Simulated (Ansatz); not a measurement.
The following input was run with Ansatz 0.2.0.

```yaml
crystal:
  lattice:
    - [5.951241, 0.648598, -0.635395]
    - [0.635322, 5.382483, 0.027958]
    - [-0.654753, 0.028018, 5.390154]
  atoms:
    - { symbol: Ru, position: [0.0966507675, 0.9700966817, 0.4599502863] }
    - { symbol: Ru, position: [0.4409241539, 0.6218040903, 0.2949368847] }
    - { symbol: Ru, position: [0.7690766932, 0.7980602595, 0.6286261317] }
    - { symbol: Ru, position: [0.1032889548, 0.9669657329, 0.9577264149] }
    - { symbol: Ru, position: [0.7674394963, 0.7982553556, 0.1254333191] }
    - { symbol: Ru, position: [0.4335760417, 0.1322477722, 0.798833485] }
    - { symbol: Ru, position: [0.4411311731, 0.6285903784, 0.7971261073] }
    - { symbol: Ru, position: [0.7631587205, 0.2979157475, 0.1226178484] }
    - { symbol: Ru, position: [0.7690527337, 0.2994768635, 0.6282911976] }
    - { symbol: W, position: [0.4533940495, 0.1166765175, 0.3007133337] }
    - { symbol: W, position: [0.0975677819, 0.4683669678, 0.9577872444] }
    - { symbol: W, position: [0.0960806217, 0.4692991934, 0.4610236087] }
basis:
  ecutwfc: 420
kpoints:
  mp_grid: { grid: [6, 6, 6] }
hamiltonian:
  xc: pbesol
scf:
  occupations: { method: gaussian, width: 0.1 }
  n_extra_bands: 8
output:
  forces: true
  stress: true
  eigenvalues: true
  populations: true
  dos:
    method: { smearing: { sigma: 0.1, scheme: gaussian } }
    projected: true
    de: 0.02
  write_density: true
  write_potential: true
  elf: true
  volumetric_format: npy
```

Command:
```bash
ansatz run input.yaml --threads 2 --pin off --max-ram 5120MiB --backend cpu --events-out ev --progress --plain --runs-dir out
```

Level of theory: Ansatz 0.2.0, DFT PBEsol, scalar-relativistic, plane waves, PAW.

Part of what the program printed, abridged (final results; tables in files aren't shown):

```
SCF 1 converged in 7 iterations: F = -83117.306715 eV  dr2 = 1.77e-8
SCF converged after 7 iterations
Free energy (F): -83117.306715 eV
Harris-Foulkes:  -83117.306715 eV  (|F-HF|=1.20e-8)
Internal energy: -83117.246796 eV  (E = F + TS)
E sigma→0 (E₀):  -83117.276756 eV
Entropy (-TS):   -0.059919 eV (-4.993 meV/atom)
Fermi energy:    23.220316 eV
--- Per-component energies (eV) ---
  E_band       = -705.659487
  E_kinetic    = 5984.443161
  E_local      = -13335.194820  (includes V_loc(G=0)·N_el)
  E_nonlocal   = 3114.152306
  E_hartree    = 4391.069612
  E_xc         = -2503.548278
  E_vxc        = -2867.575508  (∫ρ·V_xc dr)
  E_paw        = -55903.638827  (= ΣΔE_a)
  E_vpaw       = -2383.617448  (= ΣTr[D̂ρ^β])
  E_aug_tail   = -0.002017  (compensation charges beyond the density's cutoff)
  E_ewald      = -24867.472973
  E_core_change = 2.945040  (= ΣΔE_core)
  E_smearing   = -0.059919  (= −TS)
--- Forces (eV/Å), atoms counted from 1 ---
  atom   1  Ru     0.16724986    -0.03653470     0.11351530
  atom   2  Ru    -0.01677526     0.06894954     0.04513535
  atom   3  Ru     0.02475177    -0.06218388     0.08258657
  atom   4  Ru    -0.00488274    -0.09392173    -0.03153576
  atom   5  Ru     0.04021277     0.04930638    -0.02893089
  atom   6  Ru     0.02156557    -0.04619089    -0.17053188
  atom   7  Ru    -0.22866742     0.06515362    -0.13047118
  atom   8  Ru     0.09246438    -0.03791962    -0.02874157
  atom   9  Ru    -0.05994352     0.05015372     0.14441561
  atom  10  W     -0.18382674    -0.04587102    -0.03778143
  atom  11  W      0.08663544     0.00577565     0.03210466
  atom  12  W      0.06121979     0.08328614     0.01023869
--- Stress (GPa, compression-positive) ---
        0.314919      -0.354434      -0.271007
       -0.354434      -1.228627       0.363835
       -0.271007       0.363835      -1.153295
  P = ⅓ Tr σ = -0.6890 GPa (-6.890 kbar)
--- Band table (eV; the first three rows and the last of 112) ---
  k-point 0: bands = ["-50.7887", "-50.6902", "-50.6094", "-49.5487", "-49.4645", "-49.4419", "-49.4251", "-49.4079", "-49.3856", "-49.3773", "-49.3724", "-49.3582", "-19.9755", "-19.9421", "-19.8859", "-19.8688", "-19.7623", "-19.7598", "-19.7151", "-19.6945", "-19.6547", "-19.5359", "-19.4832", "-19.4510", "-19.4401", "-19.4019", "-19.3715", "-19.3256", "-19.3228", "-19.3060", "-19.2938", "-19.2586", "-19.2247", "-19.2208", "-19.2058", "-19.1820", "-19.1325", "-19.1020", "-19.0936", "-15.3845", "-15.1308", "-15.0558", "-15.0131", "-14.9585", "-14.8594", "-14.8197", "-14.7803", "-14.4099", "14.7341", "16.8393", "17.1028", "17.1465", "17.4760", "17.5008", "17.5786", "17.9090", "17.9904", "18 ...
  k-point 1: bands = ["-50.7883", "-50.6868", "-50.6132", "-49.5442", "-49.4662", "-49.4436", "-49.4246", "-49.4060", "-49.3865", "-49.3801", "-49.3724", "-49.3585", "-19.9547", "-19.9300", "-19.8838", "-19.8525", "-19.7494", "-19.7321", "-19.7105", "-19.6779", "-19.6486", "-19.5580", "-19.5005", "-19.4669", "-19.4196", "-19.4087", "-19.3574", "-19.3371", "-19.3130", "-19.3033", "-19.2884", "-19.2654", "-19.2450", "-19.2288", "-19.2209", "-19.1866", "-19.1390", "-19.1264", "-19.1080", "-15.3296", "-15.1208", "-15.0641", "-15.0132", "-14.9528", "-14.8646", "-14.8318", "-14.7759", "-14.4753", "14.9524", "16.9803", "17.2319", "17.3289", "17.5824", "17.6146", "17.7186", "17.8980", "17.9541", "18 ...
  k-point 2: bands = ["-50.7875", "-50.6785", "-50.6221", "-49.5330", "-49.4743", "-49.4462", "-49.4193", "-49.4017", "-49.3917", "-49.3844", "-49.3729", "-49.3591", "-19.9155", "-19.8974", "-19.8736", "-19.8134", "-19.7383", "-19.7029", "-19.6840", "-19.6556", "-19.6103", "-19.5600", "-19.5328", "-19.4749", "-19.4249", "-19.3953", "-19.3758", "-19.3550", "-19.3175", "-19.2940", "-19.2895", "-19.2772", "-19.2652", "-19.2551", "-19.2345", "-19.2230", "-19.1889", "-19.1406", "-19.1215", "-15.1989", "-15.0884", "-15.0699", "-15.0134", "-14.9389", "-14.8778", "-14.8540", "-14.7756", "-14.6441", "15.5598", "17.2384", "17.4471", "17.5848", "17.8025", "17.8608", "17.9144", "17.9665", "18.0366", "18 ...
  k-point 111: bands = ["-50.7862", "-50.6724", "-50.6272", "-49.4998", "-49.4750", "-49.4516", "-49.4386", "-49.4149", "-49.4092", "-49.3841", "-49.3613", "-49.3516", "-19.7712", "-19.7558", "-19.7156", "-19.7058", "-19.6929", "-19.6804", "-19.6557", "-19.6431", "-19.5869", "-19.5781", "-19.5646", "-19.4924", "-19.4598", "-19.4471", "-19.4381", "-19.4135", "-19.4013", "-19.3660", "-19.3338", "-19.3156", "-19.3111", "-19.2915", "-19.2419", "-19.2042", "-19.1876", "-19.1655", "-19.1638", "-15.1637", "-15.1031", "-15.0423", "-14.9615", "-14.9305", "-14.9110", "-14.8763", "-14.8495", "-14.7425", "17.4795", "17.7386", "18.3637", "18.3886", "18.4382", "18.4865", "18.5189", "18.6000", "18.7071", " ...
--- Löwdin populations: 12 sites ---
  site symbol q [e]
     0     Ru     15.9595
     1     Ru     15.9759
     2     Ru     15.9589
     3     Ru     15.9640
     4     Ru     15.9755
     5     Ru     15.9770
     6     Ru     15.9426
     7     Ru     15.9659
     8     Ru     15.9715
     9      W     13.6900
    10      W     13.7141
    11      W     13.7061
  spilling = 0.006446 (of n_electrons = 186.000000)
```

Self-consistency was reached.

The run took 2.5 min on 2 threads of Arm Neoverse V2 (shared host), peak memory 1.5 GiB.

Spin–orbit coupling is left out, which can shift energies with elements as heavy as these.